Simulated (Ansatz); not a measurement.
Ansatz (a quantum-chemistry and plane-wave program) input:

Ansatz 0.2 input:
```yaml
crystal:
  lattice:
    - [2.569810374, 1.4836807112, 4.5908160767]
    - [-2.569810374, 1.4836807112, 4.5908160767]
    - [0.0, -2.9673614224, 4.5908160767]
  atoms:
    - { symbol: Li, position: [0.7170822742, 0.7170822742, 0.7170822742] }
    - { symbol: Li, position: [0.2170822742, 0.2170822742, 0.2170822742] }
    - { symbol: Ta, position: [0.0002123235, 0.0002123235, 0.0002123235] }
    - { symbol: Ta, position: [0.5002123235, 0.5002123235, 0.5002123235] }
    - { symbol: O, position: [0.6348762485, 0.8823102496, 0.2744189042] }
    - { symbol: O, position: [0.8823102496, 0.2744189042, 0.6348762485] }
    - { symbol: O, position: [0.2744189042, 0.6348762485, 0.8823102496] }
    - { symbol: O, position: [0.1348762485, 0.7744189042, 0.3823102496] }
    - { symbol: O, position: [0.3823102496, 0.1348762485, 0.7744189042] }
    - { symbol: O, position: [0.7744189042, 0.3823102496, 0.1348762485] }
kpoints:
  mp_grid: { grid: [7, 7, 7] }
hamiltonian:
  xc: pbesol
  pseudopotentials: { kind: paw }
scf:
  occupations: { method: fixed }
elastic: { mode: relaxed_ion, stencil: two_point, amplitude: 0.005, f_tol: 0.0005 }
output: { polarization: {} }
```

Output (shortened):

```
Pseudopotential: Li, paw, valence charge 3
Pseudopotential: Ta, paw, valence charge 13
Pseudopotential: O, paw, valence charge 6
Functional definition: PBEsol
Crystal: 10 atoms, lattice volume = 105.023 Å³
Basis set: ecut = 420 eV, 2079 PW (Γ), exchange–correlation on 80×80×80 points (8 copies of the dense FFT grid, shifted against one another)
Bands: 44, of which v1, the nominal top of the filled ones, is band 34 counted from 1 (33 counted from 0)
Symmetry: 6 space group operations
Space group: R3c (ITA 161), of the structure as read, at distance tolerance 4.7e-5 Å
k-points: 44 of 343 (time reversal used)
SCF 1 converged in 11 iterations: F = -23396.337542 eV  dr2 = 6.98e-15
Crystal: 10 atoms, lattice volume = 104.497 Å³
Basis set: ecut = 420 eV, 2075 PW (Γ), exchange–correlation on 80×80×80 points (8 copies of the dense FFT grid, shifted against one another)
Symmetry: 2 space group operations
k-points: 100 of 343 (time reversal used)
SCF 2 converged in 14 iterations: F = -23396.334135 eV  dr2 = 2.89e-14
relax step   1: F+E_penalty+E_count = -23396.33413467 eV  Δ(F+E_penalty+E_count) = +0.000e0 eV  max|allowed force component| = 9.894e-2 eV/Å  Δτ_max = 0.0000 Å  (14 SCF iters, accepted)
Crystal: 10 atoms, lattice volume = 104.497 Å³
SCF 3 converged in 11 iterations: F = -23396.335350 eV  dr2 = 3.10e-14
relax step   2: F+E_penalty+E_count = -23396.33535025 eV  Δ(F+E_penalty+E_count) = -1.216e-3 eV  max|allowed force component| = 4.242e-2 eV/Å  Δτ_max = 0.0049 Å  (11 SCF iters, accepted)
Crystal: 10 atoms, lattice volume = 104.497 Å³
SCF 4 converged in 11 iterations: F = -23396.335567 eV  dr2 = 2.63e-14
relax step   3: F+E_penalty+E_count = -23396.33556710 eV  Δ(F+E_penalty+E_count) = -2.169e-4 eV  max|allowed force component| = 1.436e-2 eV/Å  Δτ_max = 0.0034 Å  (11 SCF iters, accepted)
Crystal: 10 atoms, lattice volume = 104.497 Å³
SCF 5 converged in 11 iterations: F = -23396.335594 eV  dr2 = 2.04e-15
relax step   4: F+E_penalty+E_count = -23396.33559361 eV  Δ(F+E_penalty+E_count) = -2.651e-5 eV  max|allowed force component| = 1.366e-2 eV/Å  Δτ_max = 0.0009 Å  (11 SCF iters, accepted)
Crystal: 10 atoms, lattice volume = 104.497 Å³
SCF 6 converged in 10 iterations: F = -23396.335616 eV  dr2 = 5.83e-14
relax step   5: F+E_penalty+E_count = -23396.33561649 eV  Δ(F+E_penalty+E_count) = -2.287e-5 eV  max|allowed force component| = 3.447e-3 eV/Å  Δτ_max = 0.0011 Å  (10 SCF iters, accepted)
Crystal: 10 atoms, lattice volume = 104.497 Å³
SCF 7 converged in 10 iterations: F = -23396.335622 eV  dr2 = 2.79e-14
relax step   6: F+E_penalty+E_count = -23396.33562210 eV  Δ(F+E_penalty+E_count) = -5.613e-6 eV  max|allowed force component| = 1.050e-2 eV/Å  Δτ_max = 0.0010 Å  (10 SCF iters, accepted)
Crystal: 10 atoms, lattice volume = 104.497 Å³
SCF 8 converged in 9 iterations: F = -23396.335627 eV  dr2 = 7.32e-14
relax step   7: F+E_penalty+E_count = -23396.33562740 eV  Δ(F+E_penalty+E_count) = -5.298e-6 eV  max|allowed force component| = 1.088e-3 eV/Å  Δτ_max = 0.0004 Å  (9 SCF iters, accepted)
Crystal: 10 atoms, lattice volume = 104.497 Å³
SCF 9 converged in 9 iterations: F = -23396.335628 eV  dr2 = 5.78e-14
relax step   8: F+E_penalty+E_count = -23396.33562802 eV  Δ(F+E_penalty+E_count) = -6.187e-7 eV  max|allowed force component| = 1.364e-4 eV/Å  Δτ_max = 0.0003 Å  (9 SCF iters, accepted)
Crystal: 10 atoms, lattice volume = 104.497 Å³
SCF 10 converged in 5 iterations: F = -23396.335628 eV  dr2 = 3.78e-14
[...]
Crystal: 10 atoms, lattice volume = 105.022 Å³
SCF 47 converged in 10 iterations: F = -23396.336708 eV  dr2 = 7.29e-14
relax step   4: F+E_penalty+E_count = -23396.33670768 eV  Δ(F+E_penalty+E_count) = -4.754e-5 eV  max|allowed force component| = 1.039e-2 eV/Å  Δτ_max = 0.0009 Å  (10 SCF iters, accepted)
Crystal: 10 atoms, lattice volume = 105.022 Å³
SCF 48 converged in 11 iterations: F = -23396.336736 eV  dr2 = 5.20e-15
relax step   5: F+E_penalty+E_count = -23396.33673577 eV  Δ(F+E_penalty+E_count) = -2.809e-5 eV  max|allowed force component| = 3.076e-3 eV/Å  Δτ_max = 0.0010 Å  (11 SCF iters, accepted)
Crystal: 10 atoms, lattice volume = 105.022 Å³
SCF 49 converged in 11 iterations: F = -23396.336745 eV  dr2 = 1.36e-14
relax step   6: F+E_penalty+E_count = -23396.33674520 eV  Δ(F+E_penalty+E_count) = -9.437e-6 eV  max|allowed force component| = 4.812e-3 eV/Å  Δτ_max = 0.0008 Å  (11 SCF iters, accepted)
Crystal: 10 atoms, lattice volume = 105.022 Å³
SCF 50 converged in 10 iterations: F = -23396.336744 eV  dr2 = 2.54e-14
relax step   7: F+E_penalty+E_count = -23396.33674426 eV  Δ(F+E_penalty+E_count) = +9.385e-7 eV  max|allowed force component| = 8.222e-3 eV/Å  Δτ_max = 0.0016 Å  (10 SCF iters, rejected (line search))
Crystal: 10 atoms, lattice volume = 105.022 Å³
SCF 51 converged in 10 iterations: F = -23396.336750 eV  dr2 = 1.96e-14
relax step   8: F+E_penalty+E_count = -23396.33675015 eV  Δ(F+E_penalty+E_count) = -4.951e-6 eV  max|allowed force component| = 7.482e-4 eV/Å  Δτ_max = 0.0008 Å  (10 SCF iters, accepted)
Crystal: 10 atoms, lattice volume = 105.022 Å³
SCF 52 converged in 8 iterations: F = -23396.336750 eV  dr2 = 9.70e-14
relax step   9: F+E_penalty+E_count = -23396.33675033 eV  Δ(F+E_penalty+E_count) = -1.773e-7 eV  max|allowed force component| = 5.602e-4 eV/Å  Δτ_max = 0.0002 Å  (8 SCF iters, accepted)
Crystal: 10 atoms, lattice volume = 105.022 Å³
SCF 53 converged in 7 iterations: F = -23396.336750 eV  dr2 = 5.64e-14
relax step  10: F+E_penalty+E_count = -23396.33675036 eV  Δ(F+E_penalty+E_count) = -2.638e-8 eV  max|allowed force component| = 5.331e-5 eV/Å  Δτ_max = 0.0000 Å  (7 SCF iters, accepted)
Crystal: 10 atoms, lattice volume = 105.022 Å³
SCF 54 converged in 5 iterations: F = -23396.336750 eV  dr2 = 1.78e-14
SCF converged after 11 iterations
Free energy (F): -23396.337542 eV
Harris-Foulkes:  -23396.337542 eV  (|F-HF|=1.46e-11)
Internal energy: -23396.337542 eV  (E = F + TS)
E sigma→0 (E₀):  -23396.337542 eV
Fermi energy:    7.645980 eV
--- Per-component energies (eV) ---
  E_band       = -589.532223
  E_kinetic    = 1821.801635
  E_local      = -3971.670339  (includes V_loc(G=0)·N_el)
  E_nonlocal   = 257.767174
  E_hartree    = 1383.533572
  E_xc         = -891.721036
  E_vxc        = -995.246625  (∫ρ·V_xc dr)
  E_paw        = -17499.554895  (= ΣΔE_a)
  E_vpaw       = -469.266307  (= ΣTr[D̂ρ^β])
  E_aug_tail   = 0.015096  (compensation charges beyond the density's cutoff)
  E_ewald      = -4497.147769
  E_core_change = 0.639020  (= ΣΔE_core)
  E_smearing   =  0.000000  (= −TS)
  E_closure    = 0.000000  (closes the sum)
  Σ components = -23396.337542   (vs F -23396.337542, Δ=0.00e0)
--- Forces (eV/Å), atoms counted from 1 ---
  atom   1  Li     0.00000000     0.00000000    -0.00041613
  atom   2  Li     0.00000000     0.00000000    -0.00041613
  atom   3  Ta     0.00000000     0.00000000     0.00005232
  atom   4  Ta     0.00000000     0.00000000     0.00005232
  atom   5  O     -0.00032645    -0.00012711     0.00012127
  atom   6  O      0.00005314     0.00034627     0.00012127
  atom   7  O      0.00027331    -0.00021916     0.00012127
  atom   8  O     -0.00027331    -0.00021916     0.00012127
  atom   9  O      0.00032645    -0.00012711     0.00012127
  atom  10  O     -0.00005314     0.00034627     0.00012127
  max |Σ_I F_I| component: 2.92e-8 eV/Å
--- Stress (GPa, compression-positive) ---
        0.002338       0.000000       0.000000
        0.000000       0.002338       0.000000
        0.000000       0.000000      -0.014095
  P = ⅓ Tr σ = -0.0031 GPa (-0.031 kbar)
--- Band table (eV; the first three rows and the last of 44) ---
  k-point 0: bands = ["-59.1673", "-59.1627", "-34.2627", "-34.2596", "-25.8663", "-25.8663", "-25.8364", "-25.7483", "-25.7483", "-25.6970", "-9.7082", "-8.7957", "-8.7957", "-7.7790", "-7.6216", "-7.6216", "2.8503", "2.9156", "2.9156", "3.2679", "3.2679", …
  k-point 1: bands = ["-59.1671", "-59.1629", "-34.2626", "-34.2597", "-25.8612", "-25.8606", "-25.8293", "-25.7548", "-25.7544", "-25.7038", "-9.6188", "-8.7500", "-8.7470", "-7.8463", "-7.7219", "-7.6916", "2.8838", "3.0085", "3.0707", "3.3305", "3.4148", …
  k-point 2: bands = ["-59.1664", "-59.1635", "-34.2622", "-34.2602", "-25.8466", "-25.8448", "-25.8099", "-25.7726", "-25.7713", "-25.7232", "-9.3634", "-8.6226", "-8.6091", "-8.0879", "-7.9346", "-7.8774", "3.0747", "3.2358", "3.3724", "3.6084", "3.8338", …
  k-point 43: bands = ["-59.1651", "-59.1648", "-34.2613", "-34.2611", "-25.8434", "-25.8242", "-25.8061", "-25.7921", "-25.7602", "-25.7431", "-8.9481", "-8.8199", "-8.3350", "-8.2980", "-8.1734", "-8.0241", "3.2864", "3.6286", "3.7473", "4.0469", "4.1320", …
--- Elastic constants: 3 strain directions × 2 members + reference (group order 6) ---
  dense FFT box of the reference and of every strained cell: 40×40×40
  strains applied: 11, 33, 23; error gains …
  C = ∂σ_k/∂η_j (tension-positive GPa; Voigt order 11 22 33 23 13 12):
       230.513     51.066     82.445     -9.197      0.000      0.000
        51.066    230.513     82.445      9.197      0.000      0.000
        82.399     82.399    271.421      0.000      0.000      0.000
        -9.197      9.197      0.000     92.354      0.000      0.000
         0.000      0.000      0.000      0.000     92.354     -9.197
         0.000      0.000      0.000      0.000     -9.197     89.724
  reference stress σ⁰ (GPa):     -0.002     -0.002      0.014      0.000      0.000      0.000
  moduli (Voigt/Reuss/Hill, GPa): K = 129.36/127.02/128.19   G = 89.32/88.10/88.71   E = 216.25   ν = 0.219
  mechanically stable: yes (min eigenvalue of sym C = 81.75 GPa)
  e, the proper piezoelectric tensor (elastic.mode: relaxed_ion; C/m²; rows x y z; Voigt order 11 22 33 23 13 12):
       0.00000    0.00000    0.00000    0.00000   -2.78858    2.06652
       2.06652   -2.06652    0.00000   -2.78858    0.00000    0.00000
       0.11750    0.11750   -1.57440    0.00000    0.00000    0.00000
  ±, each entry's uncertainty from the finite density of the strings (C/m²), an estimate: the size of the correction for it that the entry includes:
       0.00000    0.00000    0.00000    0.00000    0.00193    0.00234
       0.00234    0.00234    0.00000    0.00193    0.00000    0.00000
       0.00285    0.00285    0.00665    0.00000    0.00000    0.00000
  strain η (Voigt 11):  stress-route row diagonal C_11 = 230.51 GPa, energy-path curvature d²(F+E_count+ΔE)/dδ²/Ω₀ = 230.44 GPa
         δ    σ_11 (GPa)             F (eV)   n_scf  n_hpsi   n_pw
    -5.000e-3      -1.1612      -23396.3356280       5   50249   2075   relax 8 steps, max|allowed force component| 1.36e-4 eV/Å
     5.000e-3       1.1439      -23396.3356778       5   50262   2091   relax 8 steps, max|allowed force component| 4.52e-4 eV/Å
  strain η (Voigt 33):  stress-route row diagonal C_33 = 271.42 GPa, energy-path curvature d²(F+E_count+ΔE)/dδ²/Ω₀ = 271.44 GPa
         δ    σ_33 (GPa)             F (eV)   n_scf  n_hpsi   n_pw
    -5.000e-3      -1.3519      -23396.3354452       5   21543   2061   relax 6 steps, max|allowed force component| 2.81e-4 eV/Å
     5.000e-3       1.3623      -23396.3353281       5   22080   2079   relax 6 steps, max|allowed force component| 2.99e-4 eV/Å
  strain η (Voigt 23):  stress-route row diagonal C_44 = 92.35 GPa, energy-path curvature d²(F+E_count+ΔE)/dδ²/Ω₀ = 92.35 GPa
         δ    σ_23 (GPa)             F (eV)   n_scf  n_hpsi   n_pw
    -5.000e-3      -0.4659      -23396.3368058       5   50053   2075   relax 9 steps, max|allowed force component| 1.20e-4 eV/Å
     5.000e-3       0.4576      -23396.3367504       5   50895   2077   relax 10 steps, max|allowed force component| 5.33e-5 eV/Å
--- Formal polarisation (Berry phase): one branch of a lattice of values; only differences between neighbouring runs are physical ---
  axis  mesh            electronic          ionic      p = total  spread (rad)  least overlap  resolved gap  δp at fixed H ≤   (phases in cycles; p mod 1 …
  b1    7×7×7          -0.58581707    27.80727888    27.22146181      0.032625         0.9624        3.8179           6.3e-6
  b2    7×7×7          -0.58581707    27.80727888    27.22146181      0.032625         0.9624        3.8179           6.3e-6
  b3    7×7×7          -0.58581707    27.80727888    27.22146181      0.032625         0.9624        3.8179           6.3e-6
  quantum along a1:   0.05204915 e/Å² =    83.391929 µC/cm²
  quantum along a2:   0.05204915 e/Å² =    83.391929 µC/cm²
  quantum along a3:   0.05204915 e/Å² =    83.391929 µC/cm²
  P = (  0.00000000,   0.00000000,   3.56976740) e/Å² = (    0.000000,     0.000000,  5719.397917) µC/cm²  (mod the quanta)
```

Cost: about 40 core-minutes (a rough figure) on shared cores.

The PBEsol relaxation kept the symmetry of its start. No spin polarisation was allowed. Scalar-relativistic: spin–orbit coupling is off unless named, which matters more the heavier the elements.

Potentials: the later of the program's two PAW sets.

Ansatz is a plane-wave DFT program.
